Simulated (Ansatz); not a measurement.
A plane-wave DFT run in Ansatz 0.2.0 (scalar-relativistic PAW potentials unless the input names others): input and command.

```yaml
crystal:
  lattice:
    - [-1.7445294613, 1.7445294613, 5.1345377352]
    - [1.7445294613, -1.7445294613, 5.1345377352]
    - [1.7445294613, 1.7445294613, -5.1345377352]
  atoms:
    - { symbol: "Y", position: [0.5, 0.5, 0.0] }
    - { symbol: Co, position: [0.75, 0.25, 0.5] }
    - { symbol: Co, position: [0.25, 0.75, 0.5] }
    - { symbol: B, position: [0.1465875044, 0.1465875044, 0.0] }
    - { symbol: B, position: [0.8534124956, 0.8534124956, 0.0] }
    - { symbol: C, position: [0.0, 0.0, 0.0] }
basis:
  ecutwfc: 420
  ecutrho_ratio: 6
kpoints:
  mp_grid: { grid: [20, 20, 20] }
hamiltonian:
  xc: pbesol
scf:
  occupations: { method: gaussian, width: 0.15 }
output:
  forces: true
  eigenvalues: true
  stress: true
```

```bash
ansatz run input.yaml --threads 1 --pin off --max-ram 2560MiB --backend cpu --events-out ev --progress --plain --runs-dir out
```

Abridged log:
```
Basis set: ecut = 420 eV, 1209 PW (Γ), FFT grids on a1+a3, a2+a3, a3, exchange–correlation on 60×60×96 points (8 copies of the dense FFT grid, shifted against one another)
Bands: 34, of which v1, the nominal top of the filled ones, is band 28 counted from 1 (27 counted from 0)
Symmetry: 16 space group operations
k-points: 641 of 8000
SCF iter   1: F=—  HF=-14536.091780 eV  |F-HF|=—  |Δ(HF+E_count)|=         —  Δρ=2.19e-2  dr2=2.23e-1  ethr=1.77e-3  ⟨swp⟩=5.3  Hψ=80430  notcnv=0
SCF iter   2: F=—  HF=-14536.068988 eV  |F-HF|=—  |Δ(HF+E_count)|=   2.28e-2  Δρ=6.17e-3  dr2=2.77e-2  ethr=4.05e-4  ⟨swp⟩=2.0  Hψ=28629  notcnv=0  defer=8
SCF iter   3: F=—  HF=-14536.065270 eV  |F-HF|=—  |Δ(HF+E_count)|=   3.72e-3  Δρ=1.42e-3  dr2=3.18e-3  ethr=5.03e-5  ⟨swp⟩=1.0  Hψ=20938  notcnv=0  defer=8
SCF iter   4: F=—  HF=-14536.064646 eV  |F-HF|=—  |Δ(HF+E_count)|=   6.24e-4  Δρ=4.06e-4  dr2=2.42e-4  ethr=5.78e-6  ⟨swp⟩=2.0  Hψ=28284  notcnv=0  defer=8
SCF iter   5: F=—  HF=-14536.064591 eV  |F-HF|=—  |Δ(HF+E_count)|=   5.47e-5  Δρ=2.56e-4  dr2=1.86e-5  ethr=4.41e-7  ⟨swp⟩=2.0  Hψ=28595  notcnv=0  defer=9
SCF iter   6: F=—  HF=-14536.064587 eV  |F-HF|=—  |Δ(HF+E_count)|=   4.22e-6  Δρ=1.12e-4  dr2=9.20e-6  ethr=3.38e-8  ⟨swp⟩=2.1  Hψ=31467  notcnv=0  defer=46
SCF iter   7: F=—  HF=-14536.064586 eV  |F-HF|=—  |Δ(HF+E_count)|=   5.69e-7  Δρ=4.08e-5  dr2=1.71e-6  ethr=1.67e-8  ⟨swp⟩=1.0  Hψ=20838  notcnv=0  defer=47
SCF iter   8: F=-14536.064586 eV  HF=-14536.064586 eV  |F-HF|=1.27e-8  |Δ(HF+E_count)|=   1.77e-7  Δρ=9.26e-6  dr2=4.01e-8  ethr=1.82e-10  ⟨swp⟩=8.3  Hψ=93374  notcnv=0
SCF 1 converged in 8 iterations: F = -14536.064586 eV  dr2 = 4.01e-8
SCF converged after 8 iterations
Free energy (F): -14536.064586 eV
Harris-Foulkes:  -14536.064586 eV  (|F-HF|=1.27e-8)
Internal energy: -14536.020128 eV  (E = F + TS)
E sigma→0 (E₀):  -14536.042357 eV
Entropy (-TS):   -0.044458 eV (-7.410 meV/atom)
Fermi energy:    14.463298 eV
--- Forces (eV/Å), atoms counted from 1 ---
  atom   1  Y      0.00000000     0.00000000     0.00000000
  atom   2  Co     0.00000000     0.00000000     0.00000000
  atom   3  Co     0.00000000     0.00000000     0.00000000
  atom   4  B      0.00000000     0.00000000     0.00257342
  atom   5  B      0.00000000     0.00000000    -0.00257342
  atom   6  C      0.00000000     0.00000000     0.00000000
--- Stress (GPa, compression-positive) ---
        0.008159       0.000000       0.000000
        0.000000       0.008159       0.000000
        0.000000       0.000000       0.121040
  P = ⅓ Tr σ = 0.0458 GPa (0.458 kbar)
```

Apart from outputs and empty bands, the input differs from a reference run on usual settings in basis.ecutrho_ratio: not typed → 6. The reference, at the same geometry, gave pressure 0.05 GPa, largest force 0.003 eV/Å, no gap on the mesh. This run converged in 8 SCF iterations (reference: 8) with an energy at zero smearing within 0.01 meV/atom of the reference's, pressure 0.05 GPa, largest force 0.003 eV/Å, no gap on the mesh.

The run took 73 s on 1 thread of Arm Neoverse V1, with other jobs on the host, peak memory 1.1 GiB.